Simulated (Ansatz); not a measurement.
Input:

MoSeS:
```cif
data_Mo2S2Se2
_chemical_formula_sum 'Mo2 Se2 S2'
_space_group_name_H-M_alt 'P-3m1'
_space_group_IT_number 164
_space_group_name_Hall '-P 3 2"'
_cell_length_a 3.24257
_cell_length_b 3.24257
_cell_length_c 12.94975
_cell_angle_alpha 90.000
_cell_angle_beta 90.000
_cell_angle_gamma 120.000
loop_
_atom_site_label
_atom_site_type_symbol
_atom_site_symmetry_multiplicity
_atom_site_Wyckoff_symbol
_atom_site_fract_x
_atom_site_fract_y
_atom_site_fract_z
_atom_site_occupancy
Mo1 Mo 2 c 0.00000 0.00000 0.26262 1
Se1 Se 2 d 0.33333 0.66667 0.13226 1
S1 S 2 d 0.33333 0.66667 0.37985 1
```

This is the r²SCAN+D4-relaxed structure.

### Question
All from DFT-r²SCAN+D4 in the program Ansatz with PAW potentials, unless another level is named. Predict the bulk modulus (Birch–Murnaghan fit).

### Answer
305 kbar.

### Question
And the highest zone-centre frequency (without LO–TO term)?

### Answer
446 cm^-1.

The first step of the workflow began from a Materials Project structure, measured or hypothetical; the Crystallography Open Database copy checked does not list it. Whether it is the stable phase at ambient conditions was not checked. The cell was relaxed with r²SCAN+D4 under the symmetry of its start; whether a distortion lowers the energy is not shown. The run is not spin-polarised.

Potentials: the later of the program's two PAW sets.
